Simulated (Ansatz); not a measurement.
Problem. Each is relaxed and computed with plane-wave PAW r²SCAN (Ansatz code). Which is the only metal?
A. PtS2, CdI2 type
B. GePt2, P-62m (Ge on 2c, Ge on 1b, Pt on 3g, Pt on 3f)
C. Rb2H6Pt, Fm-3m (Rb on 8c, H on 24e, Pt on 4a)
D. GaGeTe, R-3m (Ga on 6c, Ge on 6c, Te on 6c)

Solution. B, GePt2, P-62m (Ge on 2c, Ge on 1b, Pt on 3g, Pt on 3f). GePt2: metal; Rb2H6Pt: gap 4.41 eV; GaGeTe: gap 0.60 eV (direct); PtS2: gap 1.23 eV (indirect). Standing as an ambient phase not checked: GePt2, P-62m (Ge on 2c, Ge on 1b, Pt on 3g, Pt on 3f); Rb2H6Pt, Fm-3m (Rb on 8c, H on 24e, Pt on 4a); GaGeTe, R-3m (Ga on 6c, Ge on 6c, Te on 6c). Weakly bound layers, chains or molecules computed without a dispersion correction, so cells and soft constants are ill determined: GaGeTe, R-3m (Ga on 6c, Ge on 6c, Te on 6c); PtS2, CdI2 type. All cells were relaxed under the symmetry of their starts (and spin orders); stability against distortions was not tested throughout. Rows with no word on spin ran without spin polarisation. Scalar-relativistic: spin–orbit coupling is off unless named, which matters more the heavier the elements.

Potentials: the later of the program's two PAW sets.
